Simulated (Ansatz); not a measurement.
Input file for Ansatz (a first-principles code):

Ansatz 0.2 input:
```yaml
crystal:
  lattice:
    - [4.0312160383, 0.0, 0.0]
    - [0.0, 4.0312160383, 0.0]
    - [0.0, 0.0, 4.0312160383]
  atoms:
    - { symbol: Ta, position: [0.0, 0.0, 0.0] }
    - { symbol: F, position: [0.5, 0.0, 0.0] }
    - { symbol: F, position: [0.0, 0.5, 0.0] }
    - { symbol: F, position: [0.0, 0.0, 0.5] }
kpoints:
  mp_grid: { grid: [10, 10, 10] }
hamiltonian:
  xc: lda
  pseudopotentials: { kind: paw }
scf:
  occupations: { method: fermi_dirac, width: 0.1 }
phonons:
  method: dfpt
  response_accuracy: low
  eigenvectors: true
  rigid_motions: translations
```

Output (shortened):

```
Pseudopotential: Ta, paw, valence charge 13
Pseudopotential: F, paw, valence charge 7
Functional definition: SPW92
Crystal: 4 atoms, lattice volume = 65.510 Å³
Basis set: ecut = 420 eV, 1309 PW (Γ), exchange–correlation on 54×54×54 points (8 copies of the dense FFT grid, shifted against one another)
Bands: 21, of which v1, the nominal top of the filled ones, is band 17 counted from 1 (16 counted from 0)
Symmetry: 48 space group operations
k-points: 216 of 1000 (irreducible under 8 space group operations)
SCF iter   1: F=—  HF=-12065.192782 eV  |F-HF|=—  |Δ(HF+E_count)|=         —  Δρ=2.03e-2  dr2=1.95e-1  ethr=1.77e-3  ⟨swp⟩=5.3  Hψ=21260  notcnv=0
preconditioner: auto → LDOS
SCF iter   2: F=—  HF=-12065.151300 eV  |F-HF|=—  |Δ(HF+E_count)|=   4.15e-2  Δρ=1.10e-2  dr2=3.48e-2  ethr=5.74e-4  ⟨swp⟩=2.0  Hψ=9869  notcnv=0
SCF iter   3: F=—  HF=-12065.140363 eV  |F-HF|=—  |Δ(HF+E_count)|=   1.09e-2  Δρ=2.83e-3  dr2=4.86e-3  ethr=1.02e-4  ⟨swp⟩=2.0  Hψ=8073  notcnv=0
SCF iter   4: F=—  HF=-12065.139087 eV  |F-HF|=—  |Δ(HF+E_count)|=   1.28e-3  Δρ=5.76e-4  dr2=3.29e-4  ethr=1.43e-5  ⟨swp⟩=2.2  Hψ=6749  notcnv=0
SCF iter   5: F=—  HF=-12065.138988 eV  |F-HF|=—  |Δ(HF+E_count)|=   9.92e-5  Δρ=8.79e-5  dr2=3.84e-6  ethr=9.67e-7  ⟨swp⟩=2.4  Hψ=7498  notcnv=0
SCF iter   6: F=—  HF=-12065.138983 eV  |F-HF|=—  |Δ(HF+E_count)|=   4.12e-6  Δρ=1.17e-5  dr2=9.56e-8  ethr=1.13e-8  ⟨swp⟩=2.3  Hψ=7465  notcnv=0
SCF iter   7: F=—  HF=-12065.138984 eV  |F-HF|=—  |Δ(HF+E_count)|=   8.52e-7  Δρ=9.45e-7  dr2=4.50e-10  ethr=2.81e-10  ⟨swp⟩=2.0  Hψ=7895  notcnv=0
SCF iter   8: F=—  HF=-12065.138984 eV  |F-HF|=—  |Δ(HF+E_count)|=  4.77e-10  Δρ=1.20e-7  dr2=1.17e-11  ethr=1.32e-12  ⟨swp⟩=2.1  Hψ=7254  notcnv=0
SCF iter   9: F=-12065.138984 eV  HF=-12065.138984 eV  |F-HF|=1.82e-12  |Δ(HF+E_count)|=  7.28e-12  Δρ=1.41e-8  dr2=2.03e-13  ethr=1.00e-12  ⟨swp⟩=5.0  Hψ=19279  notcnv=0
the search or the solves at the SCF's close seem to have found levels that the self-consistency loop had missed (the run counts 1) …
SCF 1 converged in 9 iterations: F = -12065.138984 eV  dr2 = 2.03e-13
DFPT response loops at Γ: preconditioner auto → none (partly filled bands, converged f_vac=0.287); β = 0.50; Broyden in place of MSR1
SCF converged after 9 iterations
Free energy (F): -12065.138984 eV
Harris-Foulkes:  -12065.138984 eV  (|F-HF|=1.82e-12)
Internal energy: -12065.040053 eV  (E = F + TS)
E sigma→0 (E₀):  -12065.089519 eV
Entropy (-TS):   -0.098931 eV (-24.733 meV/atom)
Fermi energy:    8.197495 eV
--- Per-component energies (eV) ---
  E_band       = -416.509667
  E_kinetic    = 984.700158
  E_local      = -3448.347980  (includes V_loc(G=0)·N_el)
  E_nonlocal   = 248.163223
  E_hartree    = 1311.229533
  E_xc         = -448.179095
  E_vxc        = -503.479269  (∫ρ·V_xc dr)
  E_paw        = -8712.466820  (= ΣΔE_a)
  E_vpaw       = -320.011118  (= ΣTr[D̂ρ^β])
  E_aug_tail   = 0.006274  (compensation charges beyond the density's cutoff)
  E_ewald      = -2000.744002
  E_core_change = 0.598658  (= ΣΔE_core)
  E_smearing   = -0.098931  (= −TS)
  E_closure    =  0.000000  (closes the sum)
  Σ components = -12065.138984   (vs F -12065.138984, Δ=0.00e0)
  [band-id]    e_kinetic+e_local+e_nonlocal+2·e_hartree+e_vxc+e_vpaw+e_augmentation_tail = -416.509647   (vs E_band -416.509667, Δ=2.01e-5)
--- Band table (eV; the first three rows and the last of 216) ---
  k-point 0: bands = ["-61.9282", "-28.6263", "-28.6263", "-28.6263", "-19.5450", "-19.2374", "-19.2374", "-1.3496", "-1.3496", "-1.3496", "-0.2797", "-0.2797", "-0.2797", "-0.2373", "-0.2373", "-0.2373", "7.1508", "7.1508", "7.1508", "7.8240", "10.2868"]
  k-point 1: bands = ["-61.9281", "-28.6482", "-28.6259", "-28.6259", "-19.5168", "-19.2368", "-19.1855", "-1.5306", "-1.3417", "-1.3417", "-0.4027", "-0.3230", "-0.3230", "-0.2548", "-0.2548", "-0.2482", "7.1576", "7.2806", "7.2806", "7.9714", "10.2966"]
  k-point 2: bands = ["-61.9279", "-28.7046", "-28.6250", "-28.6250", "-19.4739", "-19.2356", "-19.0156", "-2.0708", "-1.3191", "-1.3191", "-0.6042", "-0.4779", "-0.4779", "-0.2779", "-0.2575", "-0.2575", "7.1753", "7.6196", "7.6196", "8.3607", "10.3216"]
  k-point 215: bands = ["-61.9258", "-28.8377", "-28.8377", "-28.8377", "-18.4589", "-18.4589", "-18.4589", "-3.6320", "-3.4405", "-3.4405", "-2.0974", "-2.0974", "-2.0974", "0.3391", "0.3391", "0.3391", "9.7070", "9.7070", "9.7070", "12.1781", "14.6030"]
--- Phonons (Γ-DFPT): 3 representative perturbations + reference, on 216 of 1000 k-points (Σ response iterations 9) ---
  ASR residual: 7.644e-4 → 0.000e0 eV/Å²; symmetrization residual: 1.365e-5 eV/Å²
  ASR residual per site (eV/Å²): 7.64e-4 1.54e-4 1.54e-4 1.54e-4
  Γ frequencies (cm⁻¹): 0.00 0.00 0.00 232.49 232.49 232.49 263.60 263.60 263.60 579.71 579.71 579.71
  non-analytic LO–TO correction: not included (Born effective charges unavailable; polar crystals: no LO–TO splitting at Γ)
```

Cost: roughly 2.6 core-minutes on shared cores.

Space group Pm-3m (ReO3 type). The workflow started from an entry of the Crystallography Open Database (COD). Its standing as an ambient phase is unchecked. The LDA relaxation kept the symmetry of its start. At this level the phase is mechanically unstable. The run is not spin-polarised. As this level gives no gap, phonon frequencies hold no LO–TO term and depend on the k-mesh and smearing (Fermi–Dirac, 0.1 eV here). Spin–orbit coupling is left out wherever it is not named.

Potentials: the later of the program's two PAW sets.

Ansatz is a plane-wave DFT program.
